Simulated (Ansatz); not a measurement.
BW2:
```xyz
6
Lattice="-2.7800 2.7800 2.3796 2.7800 -2.7800 2.3796 2.7800 2.7800 -2.3796" Properties=species:S:1:pos:R:3 pbc="T T T"
B      0.0000     0.0000     1.1898
B      0.0000     0.0000     3.5694
W      0.9445     3.7245     0.0000
W      1.8355     0.9445     0.0000
W      1.8355    -0.9445     2.3796
W      0.9445     1.8355     2.3796
```

Relaxed with r²SCAN.

**Question.** Give the Bader charges and basin volumes of the independent atoms, plane-wave PAW r²SCAN (Ansatz code).

**Answer.** 

```csv
atom,Bader charge (e),Bader volume (Å³)
B1,-1.06,9.1
W3,+0.53,13.8
```

Space group I4/mcm. The workflow started from an entry of the Crystallography Open Database (COD). Its standing as an ambient phase is unchecked. The r²SCAN relaxation kept the symmetry of its start; whether a distortion lowers the energy is not shown. No spin polarisation was allowed. Spin–orbit coupling is left out wherever it is not named.

Potentials: the later of the program's two PAW sets.
